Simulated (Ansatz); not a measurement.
## Thermal properties of Si3B4 from its phonons

These are results of DFT PBE, scalar-relativistic, plane waves, PAW in Ansatz, not measurements. Cutoff 420 eV, 6×6×10 k-points (Γ-centred), Gaussian smearing of 0.10 eV. No spin polarisation. Phonons by linear response, acoustic sum rule imposed.

Relaxed structure:
```cif
data_structure
_symmetry_space_group_name_H-M 'P 1'
_symmetry_Int_Tables_number 1
_cell_length_a 7.8182
_cell_length_b 7.8182
_cell_length_c 3.4111
_cell_angle_alpha 90.000
_cell_angle_beta 90.000
_cell_angle_gamma 120.000
_cell_volume 180.57
loop_
_atom_site_label
_atom_site_type_symbol
_atom_site_fract_x
_atom_site_fract_y
_atom_site_fract_z
_atom_site_occupancy
Si1 Si 0.65320 0.61735 0.75000 1
Si2 Si 0.96415 0.34680 0.75000 1
Si3 Si 0.61735 0.96415 0.25000 1
Si4 Si 0.34680 0.38265 0.25000 1
Si5 Si 0.03585 0.65320 0.25000 1
Si6 Si 0.38265 0.03585 0.75000 1
B1 B 0.57172 0.69266 0.25000 1
B2 B 0.12094 0.42828 0.25000 1
B3 B 0.69266 0.12094 0.75000 1
B4 B 0.42828 0.30734 0.75000 1
B5 B 0.87906 0.57172 0.75000 1
B6 B 0.30734 0.87906 0.25000 1
B7 B 0.33333 0.66667 0.25000 1
B8 B 0.66667 0.33333 0.75000 1
```

The cell was found from a proposed guess, not taken from experiment. In a metal, frequencies and elastic constants depend on the k mesh and the smearing, soft modes and shear constants most. The q mesh is coarse, so values between its points are rough.

Force constants from linear response on a 1×1×2 q mesh, interpolated to a fine mesh.

Phonon density of states, in bins of 20 cm⁻¹:
```
bin centre (cm⁻¹)  share of modes (%)
               10                 0.0
               30                 0.1
               50                 0.5
               70                 0.6
               90                 0.9
              110                 1.5
              130                 2.0
              150                 2.4
              170                 3.8
              190                 3.1
              210                 3.6
              230                 4.9
              250                 4.6
              270                 2.3
              290                 1.3
              310                 2.6
              330                 3.0
              350                 3.5
              370                 1.9
              390                 3.1
              410                 2.0
              430                 2.1
              450                 3.9
              470                 2.2
              490                 1.2
              510                 0.2
              530                 0.0
              550                 0.0
              570                 0.2
              590                 2.7
              610                 1.0
              630                 0.7
              650                 5.4
              670                 9.1
              690                 2.7
              710                 2.8
              730                 3.9
              750                 0.0
              770                 6.0
              790                 2.5
              810                 3.2
              830                 1.9
              850                 0.7
```

Problem. What is the zero-point energy per atom?

Solution. 86.9 meV.

Problem. How large are the vibrational entropy and heat capacity at 300 K?

Solution. S = 1.69 k_B and C_V = 1.98 k_B per atom, 66 % of the Dulong–Petit value.

Problem. Tabulate them against temperature.

Solution.
| T (K) | F_vib (meV/atom) | S (k_B/atom) | C_V (k_B/atom) |
| --- | --- | --- | --- |
| 100 | 86.1 | 0.31 | 0.61 |
| 200 | 80.5 | 1.00 | 1.42 |
| 300 | 68.9 | 1.69 | 1.98 |
| 400 | 51.6 | 2.31 | 2.32 |
| 500 | 29.3 | 2.85 | 2.53 |
| 600 | 2.7 | 3.32 | 2.65 |
| 700 | -27.8 | 3.74 | 2.74 |
| 800 | -61.6 | 4.11 | 2.79 |
| 900 | -98.5 | 4.44 | 2.84 |
| 1000 | -138.1 | 4.74 | 2.87 |
